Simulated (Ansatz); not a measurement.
Mg:
```
Mg
1.0
    3.14656     0.00000     0.00000
   -1.57328     2.72501     0.00000
    0.00000     0.00000    10.11294
Mg
4
Cartesian
  0.00000   0.00000   0.00000
  0.00000   0.00000   5.05647
  0.00000   1.81667   2.52824
  1.57328   0.90834   7.58471
```

Relaxed with LDA. Special points in fractions of this cell's reciprocal vectors: Γ (0.000, 0.000, 0.000); M (0.500, 0.000, 0.000); K (0.333, 0.333, 0.000); A (0.000, 0.000, 0.500); L (0.500, 0.000, 0.500); H (0.333, 0.333, 0.500).

List the band energies nearest the Fermi level at these points for LDA in the plane-wave PAW code Ansatz.

In eV from the Fermi level; about four levels below and three above (degenerate sets whole), none deeper than 8.9 eV; points with the same levels are listed once.

```csv
k,below,above
Γ,-5.70 -5.70 -1.68 -1.17,5.34 5.35 11.14 11.14
M,-1.11 -1.09 -0.53 -0.51,2.85 3.03 3.59
K,-0.66 -0.66 -0.64,0.18 0.41 0.41
A,-6.79 -6.79 -3.90 -3.90,1.68 1.68 9.46 9.46
L,-1.94 -1.94 -1.83 -1.83,0.71 0.71 1.17 1.17
H,-0.34 -0.34 -0.22 -0.22,2.01 2.01 2.74 2.74
```

Space group P6_3/mmc (dhcp (α-La type)). The first step of the workflow began from a Materials Project structure, measured or hypothetical. Its sites differ from those of the usual phase in this space group: another stacking or structure type. The LDA relaxation kept the symmetry of its start; whether a distortion lowers the energy is not shown.

Potentials: the later of the program's two PAW sets.
